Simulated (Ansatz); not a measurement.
From the elastic tensor of MnSe to moduli and sound speeds

Computed with Ansatz, DFT LDA, scalar-relativistic, plane waves, PAW. Cutoff 420 eV, 14×14×14 k-points (Γ-centred), Gaussian smearing of 0.20 eV. Collinear spin, site moments 3.6, 0.1 μB.

It takes space group Fm-3m (No. 225, cubic). Conventional cell: a = 5.108 Å, b = 5.108 Å, c = 5.108 Å, α = 90.00°, β = 90.00°, γ = 90.00°. Mn (site symmetry m-3m) has 6 Se at 2.55 Å as nearest neighbours. Se (site symmetry m-3m) is surrounded by 6 Mn at 2.55 Å.

In a metal, frequencies and elastic constants depend on the k mesh and the smearing, soft modes and shear constants most. A semilocal functional can close a gap that the real compound has.

Relaxed-ion constants (GPa, on the Cartesian axes of the calculation):
C11 = 181.2, C12 = 19.6, C13 = 19.6, C22 = 181.2, C23 = 19.6, C33 = 181.2, C44 = 27.4, C55 = 27.4, C66 = 27.4 GPa; the others vanish.

Density 6.673 g/cm³; 2 atoms in 33.32 Å³.

The values that follow are for a polycrystal of randomly turned grains, by Hill's mean where one number stands. In a crystal this anisotropic the Voigt and Reuss bounds lie far apart, so Hill's mean and the sound speeds and Debye temperature from it are rough.

With S = C⁻¹: B_V = (C11+C22+C33+2(C12+C13+C23))/9, G_V = (C11+C22+C33−C12−C13−C23+3(C44+C55+C66))/15, 1/B_R = S11+S22+S33+2(S12+S13+S23), 15/G_R = 4(S11+S22+S33−S12−S13−S23)+3(S44+S55+S66); Hill is their mean. Then v_l = √((B+4G/3)/ρ), v_t = √(G/ρ), v_m = [(2/v_t³+1/v_l³)/3]^(−1/3) and Θ = (ħ/k_B)·v_m·(6π²n/V)^(1/3) for n atoms in the volume V; E = 9BG/(3B+G), ν = (3B−2G)/(2(3B+G)) and A^U = 5G_V/G_R + B_V/B_R − 6.

* Bulk modulus, Voigt / Reuss / Hill: 73.5 / 73.5 / 73.5 GPa
* Shear modulus, Voigt / Reuss / Hill: 48.8 / 37.3 / 43.0 GPa
* Young's modulus: 108 GPa
* Poisson ratio: 0.255
* Pugh ratio B/G: 1.71 (under 1.75, the rule of thumb for brittle)
* Universal anisotropy index: 1.54
* Longitudinal and transverse sound speeds: 4428 and 2540 m/s
* Debye temperature from the mean sound speed: 329 K

Cost: 1 run of about 3.7 core-minutes, on Arm Neoverse V2 (shared hosts).